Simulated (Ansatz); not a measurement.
ScF₃:
```cif
data_F3Sc
_chemical_formula_sum 'Sc1 F3'
_space_group_name_H-M_alt 'P 1'
_space_group_IT_number 1
_cell_length_a 3.97267
_cell_length_b 3.97267
_cell_length_c 3.97267
_cell_angle_alpha 90.000
_cell_angle_beta 90.000
_cell_angle_gamma 90.000
loop_
_space_group_symop_operation_xyz
  'x, y, z'
loop_
_atom_site_label
_atom_site_type_symbol
_atom_site_fract_x
_atom_site_fract_y
_atom_site_fract_z
_atom_site_occupancy
Sc1 Sc 0.00000 0.00000 0.00000 1
F1 F 0.00000 0.00000 0.50000 1
F2 F 0.50000 0.00000 0.00000 1
F3 F 0.00000 0.50000 0.00000 1
```

Relaxed with LDA.

Which orbitals make up the states near the band edges in DFT-LDA in the program Ansatz with PAW potentials?

Top 1 eV of the valence band: F 2p 98 %. Bottom 1 eV of the conduction band: Sc 3d 92 %, F 2p 7 %. Projections are on Löwdin-orthogonalised atomic valence shells; empty p or d shells of many metals are not among them.

Tabulate the density of states.

States/eV per cell of 4 atoms, in 0.25 eV bins, energy from the valence-band maximum.

| E (eV) | total | F 2p | Sc 3d | Sc 4s |
|---|---|---|---|---|
| -3.31 | 0.00 | 0.00 | 0.00 | 0.00 |
| -3.06 | 5.13 | 4.12 | 0.76 | 0.19 |
| -2.81 | 3.26 | 2.68 | 0.44 | 0.07 |
| -2.56 | 2.57 | 2.19 | 0.28 | 0.03 |
| -2.31 | 5.29 | 4.49 | 0.69 | 0.02 |
| -2.06 | 5.95 | 5.20 | 0.63 | 0.01 |
| -1.81 | 7.46 | 6.75 | 0.53 | 0.01 |
| -1.56 | 6.82 | 6.25 | 0.41 | 0.02 |
| -1.31 | 4.65 | 4.25 | 0.34 | 0.02 |
| -1.06 | 4.91 | 4.64 | 0.21 | 0.02 |
| -0.81 | 6.71 | 6.51 | 0.14 | 0.01 |
| -0.56 | 10.40 | 10.25 | 0.09 | 0.00 |
| -0.31 | 5.52 | 5.48 | 0.01 | 0.00 |
| -0.06 | 3.33 | 3.32 | 0.00 | 0.00 |
| 0.19 | 0.00 | 0.00 | 0.00 | 0.00 |
| 0.44 | 0.00 | 0.00 | 0.00 | 0.00 |
| 0.69 | 0.00 | 0.00 | 0.00 | 0.00 |
| 0.94 | 0.00 | 0.00 | 0.00 | 0.00 |
| 1.19 | 0.00 | 0.00 | 0.00 | 0.00 |
| 1.44 | 0.00 | 0.00 | 0.00 | 0.00 |
| 1.69 | 0.00 | 0.00 | 0.00 | 0.00 |
| 1.94 | 0.00 | 0.00 | 0.00 | 0.00 |
| 2.19 | 0.00 | 0.00 | 0.00 | 0.00 |
| 2.44 | 0.00 | 0.00 | 0.00 | 0.00 |
| 2.69 | 0.00 | 0.00 | 0.00 | 0.00 |
| 2.94 | 0.00 | 0.00 | 0.00 | 0.00 |
| 3.19 | 0.00 | 0.00 | 0.00 | 0.00 |
| 3.44 | 0.00 | 0.00 | 0.00 | 0.00 |
| 3.69 | 0.00 | 0.00 | 0.00 | 0.00 |
| 3.94 | 0.00 | 0.00 | 0.00 | 0.00 |
| 4.19 | 0.00 | 0.00 | 0.00 | 0.00 |
| 4.44 | 0.00 | 0.00 | 0.00 | 0.00 |
| 4.69 | 0.00 | 0.00 | 0.00 | 0.00 |
| 4.94 | 0.00 | 0.00 | 0.00 | 0.00 |
| 5.19 | 0.00 | 0.00 | 0.00 | 0.00 |
| 5.44 | 0.00 | 0.00 | 0.00 | 0.00 |
| 5.69 | 0.00 | 0.00 | 0.00 | 0.00 |
| 5.94 | 0.00 | 0.00 | 0.00 | 0.00 |
| 6.19 | 0.00 | 0.00 | 0.00 | 0.00 |
| 6.44 | 1.30 | 0.02 | 1.28 | 0.00 |
| 6.69 | 2.50 | 0.09 | 2.38 | 0.00 |
| 6.94 | 3.15 | 0.21 | 2.91 | 0.01 |
| 7.19 | 4.67 | 0.43 | 4.16 | 0.01 |
| 7.44 | 6.05 | 0.70 | 5.21 | 0.01 |
| 7.69 | 3.55 | 0.50 | 2.89 | 0.01 |
| 7.94 | 2.79 | 0.45 | 2.10 | 0.08 |
| 8.19 | 0.42 | 0.02 | 0.17 | 0.16 |
| 8.44 | 1.59 | 0.03 | 1.12 | 0.19 |
| 8.69 | 1.94 | 0.07 | 1.36 | 0.22 |
| 8.94 | 2.29 | 0.13 | 1.58 | 0.24 |
| 9.19 | 1.80 | 0.13 | 1.14 | 0.26 |
| 9.44 | 1.77 | 0.16 | 1.05 | 0.29 |
| 9.69 | 1.81 | 0.19 | 1.04 | 0.30 |
| 9.94 | 1.87 | 0.23 | 1.05 | 0.29 |
| 10.19 | 2.07 | 0.26 | 1.04 | 0.27 |
| 10.44 | 2.10 | 0.27 | 0.99 | 0.23 |
| 10.69 | 2.00 | 0.28 | 0.95 | 0.18 |
| 10.94 | 1.88 | 0.29 | 0.90 | 0.13 |
| 11.19 | 1.06 | 0.11 | 0.32 | 0.09 |

Space group Pm-3m (ReO3 type). The first step of the workflow began from a Materials Project structure, measured or hypothetical; the Crystallography Open Database files this formula in space group No. 221, but the cells were not matched. Whether it is the stable phase at ambient conditions was not checked. Symmetry was held in the LDA relaxation; phonons on a q-mesh show weakly imaginary modes. The run is not spin-polarised.

Potentials: the earlier of the program's two PAW sets.
